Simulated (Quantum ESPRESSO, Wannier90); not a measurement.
## Wannier functions of HgS (P3₂21)

Structure: Materials Project mp-9252, symmetrised, not relaxed again. COD (Crystallography Open Database) has the formula in 4 space groups, this one among them (matched by group alone). Level: PBE, no spin polarisation, no spin-orbit coupling; pw.x of Quantum ESPRESSO at 53 Ry with PseudoDojo potentials, 6×6×4 k-points, Wannier90. Density: 12×12×4 mesh, cold smearing 0.01 Ry. The cell is built of weakly bound layers, chains or molecules, whose nearest atoms lie 3.41 Å apart. Database cells relaxed without dispersion often hold them too far apart, which can enlarge gaps and weakens couplings between them; spacing and stacking were not compared with the measured crystal. Spin-orbit coupling is left out although heavy elements are present.

On the energy scale of pw.x, whose zero is arbitrary, the valence-band maximum lies at 6.51 eV.

Input w.win:

```
num_bands = 12
num_wann = 12
exclude_bands = 1-12,16-30,40-69
num_iter = 1000
conv_tol = 1.0e-6
conv_window = 4
write_hr = true
write_u_matrices = true
begin projections
S: s;p
end projections
begin unit_cell_cart
ang
    4.4307098195    0.0000000000    0.0000000000
   -2.2153549098    3.8371072605    0.0000000000
    0.0000000000    0.0000000000    9.7455900000
end unit_cell_cart
begin atoms_frac
Hg   0.2415500000  0.0000000000 -0.3333333333
Hg   0.0000000000  0.2415500000  0.3333333333
Hg  -0.2415500000 -0.2415500000  0.0000000000
S   -0.4565100000  0.0000000000  0.1666666667
S   -0.0000000000 -0.4565100000 -0.1666666667
S    0.4565100000  0.4565100000  0.5000000000
end atoms_frac
mp_grid = 6 6 4
begin kpoints
0.0000000000 0.0000000000 0.0000000000
0.0000000000 0.0000000000 0.2500000000
0.0000000000 0.0000000000 0.5000000000
... (141 more lines: the 6x6x4 mesh through Gamma)
end kpoints
```

Input of pw2wannier90.x that gives the overlap and projection files (equivalent; here they were cut from one run over all bands):

```
&inputpp
  outdir = './out'
  prefix = 'pwscf'
  seedname = 'w'
  write_amn = .true.
  write_mmn = .true.
/
```

Output w.wout (banner and timings cut):

```
                                    ------
                                    SYSTEM
                                    ------

                              Lattice Vectors (Ang)
                    a_1     4.430710   0.000000   0.000000
                    a_2    -2.215355   3.837107   0.000000
                    a_3     0.000000   0.000000   9.745590

                   Unit Cell Volume:     165.68584  (Ang^3)

                        Reciprocal-Space Vectors (Ang^-1)
                    b_1     1.418099   0.818740  -0.000000
                    b_2     0.000000   1.637480   0.000000
                    b_3     0.000000  -0.000000   0.644721

 *----------------------------------------------------------------------------*
 |   Site       Fractional Coordinate          Cartesian Coordinate (Ang)     |
 +----------------------------------------------------------------------------+
 | hg   1   0.24155   0.00000  -0.33333   |    1.07024   0.00000  -3.24853    |
 | hg   2  -0.00000   0.24155   0.33333   |   -0.53512   0.92685   3.24853    |
 | hg   3  -0.24155  -0.24155   0.00000   |   -0.53512  -0.92685   0.00000    |
 | s    1  -0.45651   0.00000   0.16667   |   -2.02266   0.00000   1.62427    |
 | s    2   0.00000  -0.45651  -0.16667   |    1.01133  -1.75168  -1.62427    |
 | s    3   0.45651   0.45651   0.50000   |    1.01133   1.75168   4.87279    |
 *----------------------------------------------------------------------------*
                                ------------
                                K-POINT GRID
                                ------------

             Grid size =  6 x  6 x  4      Total points =  144

 *---------------------------------- MAIN ------------------------------------*
 |  Number of Wannier Functions               :                12             |
 |  Number of Objective Wannier Functions     :                12             |
 |  Number of input Bloch states              :                12             |
 |  Output verbosity (1=low, 5=high)          :                 1             |
 |  Timing Level (1=low, 5=high)              :                 1             |
 |  Optimisation (0=memory, 3=speed)          :                 3             |
 |  Length Unit                               :               Ang             |
 |  Post-processing setup (write *.nnkp)      :                 F             |
 |  Using Gamma-only branch of algorithms     :                 F             |
 *----------------------------------------------------------------------------*
 *------------------------------- WANNIERISE ---------------------------------*
 |  Total number of iterations                :              1000             |
 |  Number of CG steps before reset           :                 5             |
 |  Trial step length for line search         :             2.000             |
 |  Convergence tolerence                     :         0.100E-05             |
 |  Convergence window                        :                 4             |
 |  Iterations between writing output         :                 1             |
 |  Iterations between backing up to disk     :               100             |
 |  Write r^2_nm to file                      :                 F             |
 |  Write xyz WF centres to file              :                 F             |
 |  Write on-site energies <0n|H|0n> to file  :                 F             |
 |  Use guiding centre to control phases      :                 F             |
 |  Use phases for initial projections        :                 F             |
 *----------------------------------------------------------------------------*
 *-------------------------------- PLOTTING ----------------------------------*
 |  Plotting Hamiltonian in WF basis          :                 T             |
 *----------------------------------------------------------------------------*

       ... (k-mesh section left out)

 Starting a new Wannier90 calculation ...

 Reading overlaps from w.mmn

 Reading projections from w.amn

 *------------------------------- WANNIERISE ---------------------------------*
 +--------------------------------------------------------------------+<-- CONV
 | Iter  Delta Spread     RMS Gradient      Spread (Ang^2)            |<-- CONV
 +--------------------------------------------------------------------+<-- CONV

 ------------------------------------------------------------------------------
 Initial State
  WF centre and spread    1  ( -1.898507, -0.000005,  1.624283 )     1.39802460
  WF centre and spread    2  ( -1.482298,  0.000004,  1.624249 )     4.19890607
  WF centre and spread    3  ( -1.506742, -0.000000,  1.624265 )     3.77058990
  WF centre and spread    4  ( -1.767883,  0.000001,  1.624265 )     3.30646084
  WF centre and spread    5  (  0.949249, -1.644158, -1.624283 )     1.39802460
  WF centre and spread    6  (  0.741152, -1.283705, -1.624249 )     4.19890607
  WF centre and spread    7  (  0.723358, -1.548534, -1.420205 )     3.37328644
  WF centre and spread    8  (  0.913927, -1.287733, -1.828652 )     3.60512110
  WF centre and spread    9  (  0.949253,  1.644155,  4.872795 )     1.39802571
  WF centre and spread   10  (  0.741149,  1.283707,  4.872795 )     4.19891808
  WF centre and spread   11  (  0.723357,  1.548534,  4.668734 )     3.37329435
  WF centre and spread   12  (  0.913927,  1.287734,  5.077182 )     3.60512996
  Sum of centres and spreads ( -0.000058,  0.000000, 19.491180 )    37.82468771

      0     0.378E+02     0.0000000000       37.8246877009  <-- CONV
        O_D=      0.0459680 O_OD=      6.0870041 O_TOT=     37.8246877 <-- SPRD
 ------------------------------------------------------------------------------
      1    -0.305E+00     0.5996579748       37.5198761330  <-- CONV
        O_D=      0.0379871 O_OD=      5.7901735 O_TOT=     37.5198761 <-- SPRD
      2    -0.138E+00     0.4781918796       37.3823046464  <-- CONV
        O_D=      0.0200999 O_OD=      5.6704892 O_TOT=     37.3823046 <-- SPRD
      3    -0.562E-01     0.3441490653       37.3261387803  <-- CONV
        O_D=      0.0173974 O_OD=      5.6170258 O_TOT=     37.3261388 <-- SPRD
      4    -0.258E-01     0.2518846090       37.3003835250  <-- CONV
        O_D=      0.0159222 O_OD=      5.5927458 O_TOT=     37.3003835 <-- SPRD
      5    -0.110E-01     0.1509783685       37.2894256885  <-- CONV
        O_D=      0.0156781 O_OD=      5.5820321 O_TOT=     37.2894257 <-- SPRD
       ... (lines left out)
    100    -0.341E-02     0.0801770221       35.1343419619  <-- CONV
        O_D=      0.0126898 O_OD=      3.4299366 O_TOT=     35.1343420 <-- SPRD
       ... (lines left out)
    200    -0.322E-03     0.0205595124       33.2246281373  <-- CONV
        O_D=      0.0132834 O_OD=      1.5196291 O_TOT=     33.2246281 <-- SPRD
       ... (lines left out)
    300    -0.672E-03     0.0359234777       32.9146902469  <-- CONV
        O_D=      0.0125784 O_OD=      1.2103963 O_TOT=     32.9146902 <-- SPRD
       ... (lines left out)
    388    -0.449E-06     0.0009433975       32.9073472188  <-- CONV
        O_D=      0.0124739 O_OD=      1.2031577 O_TOT=     32.9073472 <-- SPRD
    389    -0.650E-06     0.0008088098       32.9073465693  <-- CONV
        O_D=      0.0124740 O_OD=      1.2031570 O_TOT=     32.9073466 <-- SPRD
    390    -0.607E-06     0.0016596021       32.9073459627  <-- CONV
        O_D=      0.0124739 O_OD=      1.2031565 O_TOT=     32.9073460 <-- SPRD
             <<<     Delta < 1.000E-06  over  4 iterations     >>>
             <<< Wannierisation convergence criteria satisfied >>>
 Final State
  WF centre and spread    1  ( -2.032051,  0.382902,  1.405998 )     2.34487788
  WF centre and spread    2  ( -1.291781, -0.315897,  1.052628 )     3.13989655
  WF centre and spread    3  ( -1.291761,  0.316718,  2.195459 )     3.13979110
  WF centre and spread    4  ( -2.030195, -0.383724,  1.842964 )     2.34454228
  WF centre and spread    5  (  0.683600, -1.950668, -1.842751 )     2.34468765
  WF centre and spread    6  (  1.347524, -1.567337, -1.405777 )     2.34466500
  WF centre and spread    7  (  0.371954, -1.276866, -1.052849 )     3.13986465
  WF centre and spread    8  (  0.919817, -0.960558, -2.195683 )     3.13989364
  WF centre and spread    9  (  0.683600,  1.950668,  5.091281 )     2.34468466
  WF centre and spread   10  (  1.347524,  1.567337,  4.654307 )     2.34466683
  WF centre and spread   11  (  0.371955,  1.276865,  4.301380 )     3.13987011
  WF centre and spread   12  (  0.919817,  0.960557,  5.444214 )     3.13990564
  Sum of centres and spreads ( -0.000000, -0.000004, 19.491170 )    32.90734598

         Spreads (Ang^2)       Omega I      =    31.691715557
        ================       Omega D      =     0.012473939
                               Omega OD     =     1.203156466
    Final Spread (Ang^2)       Omega Total  =    32.907345963
```
